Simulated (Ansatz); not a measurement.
Ir:
```yaml
crystal:
  lattice:
    - [0.00000, 2.78403, 2.78403]
    - [2.78403, 0.00000, 2.78403]
    - [2.78403, 2.78403, 0.00000]
  atoms:
    - { symbol: Ir, position: [0.00000, 0.00000, 0.00000] }
    - { symbol: Ir, position: [0.25000, 0.25000, 0.25000] }
```

Relaxed with PBE. Special points in fractions of this cell's reciprocal vectors: Γ (0.000, 0.000, 0.000); X (0.500, 0.000, 0.500); U (0.625, 0.250, 0.625); K (0.375, 0.375, 0.750); L (0.500, 0.500, 0.500); W (0.500, 0.250, 0.750).

Q: List the band energies nearest the Fermi level at these points for DFT-PBE with spin–orbit coupling in the program Ansatz with PAW potentials.

A: In eV from the Fermi level; about four levels below and three above (degenerate sets whole), none deeper than 8.9 eV; points with the same levels are listed once.

| k | below | above |
|---|---|---|
| Γ | -1.81 -1.81 -1.81 -1.81 -1.68 -1.68 | 0.80 0.80 0.80 0.80 |
| X | -2.49 -2.49 -2.49 -2.49 | 0.52 0.52 0.52 0.52 |
| U | -2.76 -2.76 -2.47 -2.47 | 0.55 0.55 0.98 0.98 |
| L | -1.11 -1.11 -0.99 -0.99 | 0.16 0.16 0.36 0.36 |
| W | -2.98 -2.98 -2.84 -2.84 | 0.83 0.83 1.02 1.02 |

Space group Fd-3m (diamond). The start of the workflow was typed in or built on a structure type; neither database checked (COD, Materials Project) lists it. It is not the phase usual at ambient conditions (space group No. 225). Symmetry was held in the PBE relaxation; whether a distortion lowers the energy is not shown. The run is not spin-polarised.

Potentials: the earlier of the program's two PAW sets.
